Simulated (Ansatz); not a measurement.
Level of theory: DFT LDA, scalar-relativistic, plane waves, PAW in Ansatz 0.2.0.

Structure of FeSe₂:

```xyz
6
Lattice="4.6851 0.0000 0.0000 0.0000 5.6441 0.0000 0.0000 0.0000 3.5171" Properties=species:S:1:pos:R:3 pbc="T T T"
Fe    0.0000    0.0000    0.0000
Fe    2.3425    2.8221    1.7585
Se    1.0276    2.0669    0.0000
Se    3.6575    3.5772    0.0000
Se    3.3701    0.7552    1.7585
Se    1.3150    4.8890    1.7585
```

Plane waves to 420 eV, a k mesh through Γ of 8×6×10 on the computed 6-atom cell and Gaussian smearing (0.02 eV); no spin polarisation.

Levels along Γ–X–S–Y–Γ–Z–U–R–T–Z | X–U | Y–T | S–R, in eV from a zero inside the gap, sorted by energy at each point. Points in fractions of the primitive reciprocal vectors: Γ (0.000 0.000 0.000), X (0.500 0.000 0.000), S (0.500 0.500 0.000), Y (0.000 0.500 0.000), Z (0.000 0.000 0.500), U (0.500 0.000 0.500), R (0.500 0.500 0.500), T (0.000 0.500 0.500).
```csv
point,"k (1/Å, with 2π)",band 45,band 46,band 47,band 48,band 49,band 50,band 51
Γ,0.000,-1.19,-1.15,-0.89,-0.69,0.70,0.92,2.49
-,0.096,-1.20,-1.15,-0.79,-0.73,0.71,0.98,2.36
-,0.192,-1.21,-1.16,-0.81,-0.60,0.76,1.13,2.02
-,0.287,-1.24,-1.14,-0.91,-0.39,0.85,1.33,1.60
-,0.383,-1.11,-1.09,-0.99,-0.21,0.97,1.27,1.57
-,0.479,-1.08,-1.06,-0.90,-0.15,1.09,1.13,1.70
-,0.575,-1.07,-1.06,-0.68,-0.24,1.13,1.16,1.68
X,0.671,-1.06,-1.06,-0.44,-0.44,1.17,1.17,1.82
-,0.750,-1.07,-1.07,-0.47,-0.47,1.19,1.19,1.82
-,0.830,-1.08,-1.08,-0.56,-0.56,1.22,1.22,1.83
-,0.909,-1.10,-1.10,-0.69,-0.69,1.20,1.20,1.85
-,0.989,-1.13,-1.13,-0.85,-0.85,1.09,1.09,1.87
-,1.068,-1.18,-1.18,-1.03,-1.03,0.93,0.93,1.88
-,1.148,-1.27,-1.27,-1.20,-1.20,0.79,0.79,1.89
S,1.227,-1.38,-1.38,-1.29,-1.29,0.74,0.74,1.90
-,1.323,-1.23,-1.23,-1.18,-1.18,0.78,0.78,1.93
-,1.419,-1.12,-1.12,-1.01,-1.01,0.85,0.85,2.04
-,1.514,-1.09,-1.09,-0.87,-0.87,0.87,0.87,2.19
-,1.610,-1.10,-1.10,-0.76,-0.76,0.81,0.81,2.34
-,1.706,-1.12,-1.12,-0.69,-0.69,0.69,0.69,2.27
-,1.802,-1.14,-1.14,-0.65,-0.65,0.56,0.56,2.23
Y,1.898,-1.15,-1.15,-0.64,-0.64,0.50,0.50,2.21
-,1.977,-1.15,-1.13,-0.75,-0.56,0.49,0.51,2.18
-,2.057,-1.17,-1.04,-0.86,-0.51,0.48,0.54,2.21
-,2.136,-1.18,-0.97,-0.94,-0.52,0.52,0.57,2.32
-,2.216,-1.17,-1.06,-0.84,-0.58,0.62,0.62,2.44
-,2.295,-1.17,-1.13,-0.76,-0.69,0.66,0.76,2.47
-,2.375,-1.17,-1.16,-0.82,-0.71,0.69,0.87,2.49
Γ,2.454,-1.19,-1.15,-0.89,-0.69,0.70,0.92,2.49
-,2.582,-1.23,-1.21,-0.64,-0.57,0.73,0.93,2.40
-,2.709,-1.34,-1.26,-0.52,-0.36,0.81,0.95,1.90
-,2.837,-1.32,-1.23,-0.45,-0.33,0.92,0.97,1.27
-,2.965,-1.38,-1.17,-0.48,-0.41,0.82,1.01,1.01
-,3.092,-1.36,-1.12,-0.60,-0.56,0.62,1.08,1.13
-,3.220,-1.25,-1.07,-0.77,-0.73,0.67,1.13,1.22
Z,3.348,-1.10,-1.10,-0.84,-0.84,0.90,0.90,1.20
-,3.443,-1.10,-1.10,-0.84,-0.84,0.85,0.85,1.16
-,3.539,-1.09,-1.09,-0.82,-0.82,0.74,0.74,1.12
-,3.635,-1.07,-1.07,-0.81,-0.81,0.66,0.66,1.11
-,3.731,-1.05,-1.05,-0.80,-0.80,0.63,0.63,1.12
-,3.826,-1.03,-1.03,-0.79,-0.79,0.69,0.69,1.16
-,3.922,-1.01,-1.01,-0.78,-0.78,0.77,0.77,1.21
U,4.018,-1.00,-1.00,-0.78,-0.78,0.80,0.80,1.25
-,4.098,-1.01,-1.01,-0.78,-0.78,0.81,0.81,1.24
-,4.177,-1.03,-1.03,-0.78,-0.78,0.83,0.83,1.21
-,4.257,-1.04,-1.04,-0.78,-0.78,0.89,0.89,1.15
-,4.336,-1.01,-1.01,-0.78,-0.78,0.98,0.98,1.09
-,4.416,-0.94,-0.94,-0.79,-0.79,0.98,0.98,1.20
-,4.495,-0.88,-0.88,-0.79,-0.79,0.92,0.92,1.44
R,4.575,-0.86,-0.86,-0.80,-0.80,0.89,0.89,1.65
-,4.670,-0.93,-0.93,-0.79,-0.79,0.91,0.91,1.53
-,4.766,-1.10,-1.10,-0.80,-0.80,0.81,0.81,1.58
-,4.862,-1.30,-1.30,-0.80,-0.80,0.60,0.60,1.84
-,4.958,-1.50,-1.50,-0.81,-0.81,0.41,0.41,2.12
-,5.054,-1.64,-1.64,-0.81,-0.81,0.27,0.27,2.06
-,5.149,-1.72,-1.72,-0.81,-0.81,0.18,0.18,1.92
T,5.245,-1.74,-1.74,-0.81,-0.81,0.15,0.15,1.87
-,5.325,-1.65,-1.65,-0.81,-0.81,0.18,0.18,1.86
-,5.404,-1.47,-1.47,-0.82,-0.82,0.26,0.26,1.83
-,5.484,-1.32,-1.32,-0.82,-0.82,0.37,0.37,1.78
-,5.563,-1.21,-1.21,-0.83,-0.83,0.50,0.50,1.73
-,5.643,-1.15,-1.15,-0.83,-0.83,0.65,0.65,1.60
-,5.722,-1.11,-1.11,-0.84,-0.84,0.80,0.80,1.34
Z,5.802,-1.10,-1.10,-0.84,-0.84,0.90,0.90,1.20
X,5.802,-1.06,-1.06,-0.44,-0.44,1.17,1.17,1.82
-,5.929,-1.09,-1.09,-0.42,-0.42,0.93,0.93,1.85
-,6.057,-1.03,-1.03,-0.41,-0.41,0.58,0.58,1.81
-,6.185,-1.03,-1.03,-0.50,-0.50,0.42,0.42,1.71
-,6.312,-1.05,-1.05,-0.63,-0.63,0.48,0.48,1.58
-,6.440,-1.04,-1.04,-0.73,-0.73,0.61,0.61,1.45
-,6.567,-1.01,-1.01,-0.77,-0.77,0.74,0.74,1.32
U,6.695,-1.00,-1.00,-0.78,-0.78,0.80,0.80,1.25
Y,6.695,-1.15,-1.15,-0.64,-0.64,0.50,0.50,2.21
-,6.823,-1.09,-1.09,-0.56,-0.56,0.60,0.60,2.13
-,6.950,-1.05,-1.05,-0.42,-0.42,0.87,0.87,1.76
-,7.078,-1.13,-1.13,-0.38,-0.38,0.91,0.91,1.60
-,7.206,-1.29,-1.29,-0.46,-0.46,0.57,0.57,1.91
-,7.333,-1.49,-1.49,-0.61,-0.61,0.32,0.32,1.93
-,7.461,-1.67,-1.67,-0.76,-0.76,0.19,0.19,1.88
T,7.588,-1.74,-1.74,-0.81,-0.81,0.15,0.15,1.87
S,7.588,-1.38,-1.38,-1.29,-1.29,0.74,0.74,1.90
-,7.716,-1.21,-1.21,-1.12,-1.12,0.81,0.81,1.74
-,7.844,-1.04,-1.04,-0.98,-0.98,0.94,0.94,1.52
-,7.971,-0.96,-0.96,-0.92,-0.92,1.02,1.02,1.49
-,8.099,-0.91,-0.91,-0.90,-0.90,1.03,1.03,1.61
-,8.226,-0.89,-0.89,-0.86,-0.86,0.99,0.99,1.79
-,8.354,-0.87,-0.87,-0.82,-0.82,0.93,0.93,1.71
R,8.482,-0.86,-0.86,-0.80,-0.80,0.89,0.89,1.65
```

A ferromagnetic start lost its moments in a first run, so spin was left out; other magnetic orders weren't tried.

Cost: 1 run of about 3.1 core-minutes, on Arm Neoverse V1 (shared hosts).